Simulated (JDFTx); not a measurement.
An input for JDFTx (a modified build) (V(110), CANDLE, water, 1 M KF; bohr, hartree) and the course of its log:

```
lattice \
  5.6359191941 2.8179595970 0.0000000000 \
  0.0000000000 3.9851966724 0.0000000000 \
  0.0000000000 0.0000000000 42.1408925792
coords-type Lattice
ion V 0.5000000000 0.0000000000 -0.1418525960 0
ion V 0.0000000000 0.0000000000 -0.0472841990 0
ion V 0.5000000000 0.0000000000 0.0472841990 0
ion V 0.0000000000 0.0000000000 0.1418525960 0
ion-species pseudo/v_pbe_v1.4.upf
elec-cutoff 20 100
elec-ex-corr gga-PBE
coulomb-interaction Slab 001
coulomb-truncation-embed 0 0 0
kpoint-folding 10 10 1
elec-smearing Fermi 0.01
elec-n-bands 37
electronic-scf nIterations 100 energyDiffThreshold 1e-08
fluid LinearPCM
pcm-variant CANDLE
fluid-solvent H2O
fluid-cation K+ 1
fluid-anion F- 1
fluid-minimize nIterations 400 knormThreshold 1e-11
wavefunction read vac.wfns
elec-initial-eigenvals vac.eigenvals
dump-name f0.$VAR
dump End State Ecomponents EigStats BandEigs Forces ElecDensity IonicPositions Fillings Kpoints Dtot FluidDebug BoundCharge FluidDensity
```

```
[one cycle in 5 is shown, and the last three; fluid-solver lines are left out]
	FillingsUpdate:  mu: -0.161957136  nElectrons: 52.000000
SCF: Cycle:  0   F: -286.861303312431971   dF: +3.529e-05   |Residual|: 1.218e-03   |deigs|: 2.952e-06
	FillingsUpdate:  mu: -0.159734484  nElectrons: 52.000000
SCF: Cycle:  5   F: -286.861350460508845   dF: -1.120e-06   |Residual|: 1.452e-04   |deigs|: 4.523e-04
	FillingsUpdate:  mu: -0.159295219  nElectrons: 52.000000
SCF: Cycle: 10   F: -286.861350575175493   dF: +2.979e-07   |Residual|: 1.549e-04   |deigs|: 3.397e-05
	FillingsUpdate:  mu: -0.159321083  nElectrons: 52.000000
SCF: Cycle: 15   F: -286.861350895882993   dF: -6.524e-08   |Residual|: 1.212e-05   |deigs|: 2.023e-05
	FillingsUpdate:  mu: -0.159301967  nElectrons: 52.000000
SCF: Cycle: 20   F: -286.861350900355319   dF: -2.172e-08   |Residual|: 1.070e-05   |deigs|: 1.578e-05
	FillingsUpdate:  mu: -0.159340416  nElectrons: 52.000000
SCF: Cycle: 25   F: -286.861350874252253   dF: +1.686e-08   |Residual|: 2.497e-05   |deigs|: 3.983e-05
	FillingsUpdate:  mu: -0.159350571  nElectrons: 52.000000
SCF: Cycle: 30   F: -286.861350795188741   dF: +9.431e-08   |Residual|: 5.341e-05   |deigs|: 4.694e-05
	FillingsUpdate:  mu: -0.159314431  nElectrons: 52.000000
SCF: Cycle: 35   F: -286.861350853978536   dF: +4.901e-08   |Residual|: 5.635e-05   |deigs|: 3.925e-06
	FillingsUpdate:  mu: -0.159317226  nElectrons: 52.000000
SCF: Cycle: 40   F: -286.861350871089201   dF: +3.210e-08   |Residual|: 4.102e-05   |deigs|: 1.552e-05
	FillingsUpdate:  mu: -0.159311755  nElectrons: 52.000000
SCF: Cycle: 45   F: -286.861350905213271   dF: -5.657e-08   |Residual|: 4.665e-06   |deigs|: 1.062e-05
	FillingsUpdate:  mu: -0.159313421  nElectrons: 52.000000
SCF: Cycle: 50   F: -286.861350905309507   dF: -5.411e-08   |Residual|: 7.964e-06   |deigs|: 3.102e-05
	FillingsUpdate:  mu: -0.159314505  nElectrons: 52.000000
SCF: Cycle: 55   F: -286.861350864654867   dF: +4.067e-08   |Residual|: 4.941e-05   |deigs|: 1.672e-05
	FillingsUpdate:  mu: -0.159315047  nElectrons: 52.000000
SCF: Cycle: 60   F: -286.861350902253207   dF: -2.258e-07   |Residual|: 2.051e-05   |deigs|: 4.275e-05
	FillingsUpdate:  mu: -0.159313192  nElectrons: 52.000000
SCF: Cycle: 65   F: -286.861350906453481   dF: -5.167e-08   |Residual|: 3.953e-06   |deigs|: 2.178e-05
	FillingsUpdate:  mu: -0.159301743  nElectrons: 52.000000
SCF: Cycle: 70   F: -286.861350903995799   dF: -3.216e-08   |Residual|: 1.992e-05   |deigs|: 2.261e-05
	FillingsUpdate:  mu: -0.159297491  nElectrons: 52.000000
SCF: Cycle: 75   F: -286.861350896669364   dF: -2.301e-08   |Residual|: 2.905e-05   |deigs|: 2.958e-05
	FillingsUpdate:  mu: -0.159313450  nElectrons: 52.000000
SCF: Cycle: 80   F: -286.861350908462668   dF: -9.202e-08   |Residual|: 5.101e-06   |deigs|: 3.227e-05
	FillingsUpdate:  mu: -0.159315765  nElectrons: 52.000000
SCF: Cycle: 85   F: -286.861350905482539   dF: -3.839e-08   |Residual|: 1.863e-05   |deigs|: 1.563e-05
	FillingsUpdate:  mu: -0.159300604  nElectrons: 52.000000
SCF: Cycle: 90   F: -286.861350879923066   dF: +2.616e-08   |Residual|: 3.166e-05   |deigs|: 1.504e-05
	FillingsUpdate:  mu: -0.159306733  nElectrons: 52.000000
SCF: Cycle: 95   F: -286.861350896314264   dF: +1.380e-08   |Residual|: 2.432e-05   |deigs|: 5.631e-06
	FillingsUpdate:  mu: -0.159313363  nElectrons: 52.000000
SCF: Cycle: 97   F: -286.861350909756538   dF: -7.432e-08   |Residual|: 9.856e-06   |deigs|: 3.783e-05
	FillingsUpdate:  mu: -0.159306852  nElectrons: 52.000000
SCF: Cycle: 98   F: -286.861350886137870   dF: +2.362e-08   |Residual|: 4.894e-05   |deigs|: 6.713e-06
	FillingsUpdate:  mu: -0.159299716  nElectrons: 52.000000
SCF: Cycle: 99   F: -286.861350904909159   dF: -1.877e-08   |Residual|: 1.371e-05   |deigs|: 8.061e-06
SCF: None of the convergence criteria satisfied after 100 iterations.
IonicMinimize: Iter:   0  F: -286.861350904909159  |grad|_K:  0.000e+00
IonicMinimize: Converged (|grad|_K<1.000000e-04).
```

This run gave no converged result. The loop ran out of cycles short of its threshold. It has stalled and not diverged: the last ten energies span 7e-08 Ha, so the total is near its end, but levels, forces and charges aren't shown converged.
